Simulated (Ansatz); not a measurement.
BP:
```xyz
2
Lattice="0.0000 2.1591 2.1591 2.1591 0.0000 2.1591 2.1591 2.1591 0.0000" Properties=species:S:1:pos:R:3 pbc="T T T"
P      0.0000     0.0000     0.0000
B      2.1591     2.1591     2.1591
```

Relaxed with r²SCAN.

Problem. Map the valence electron density (e/Å³), cut off at 0.7 on the plane through (0.000, 0.000, 0.000) spanned by u = [1, 0, 0] and v = [0, 1, -1] in lattice vectors, from DFT-r²SCAN in the program Ansatz with PAW potentials.

Solution. x is the fraction of u, y of v (the angle between them is 90°; rows are the nearest grid lines); atoms in the plane: P at (0.00, 0.00), B at (0.50, 0.50).
```
|  =%@*=-:-=*@%=  |
| :*@@#=---=#@@*: |
|=*@@@#+=-=+#@@@*=|
|%@@@@#*+++*#@@@@%|
|@@@@%#######%@@@@|
|*####%%%%%%%####*|
|==+*#%@@%@@%#*+==|
|--=+#%@*+*@%#+=--|
|:--+#%%+:+%%#+--:|
|--=+#%@*+*@%#+=--|
|==+*#%@@%@@%#*+==|
|*####%%%%%%%####*|
|@@@@%#######%@@@@|
|%@@@@#*+++*#@@@@%|
|=*@@@#+=-=+#@@@*=|
| :*@@#=---=#@@*: |
|  =%@*=-:-=*@%=  |
```
Scale: ten equal steps from 0.030 (start of ' ') to 0.700 (end of '@'), in the order ' .:-=+*#%@'; x runs from 0.000 to 1.00, y from 0.000 (bottom) to 1.00 (top).

The density is the valence pseudo-density with augmentation charge, so density and ELF within about 1 Å of a nucleus are not all-electron values.

Space group Fm-3m (rock salt). The start of the workflow was typed in or built on a structure type; neither database checked (COD, Materials Project) lists it. It is not the phase usual at ambient conditions (space group No. 216). Symmetry was held in the r²SCAN relaxation; whether a distortion lowers the energy is not shown. Its formation energy is positive at this level, so the cell may be metastable or incomplete.

Potentials: the later of the program's two PAW sets.
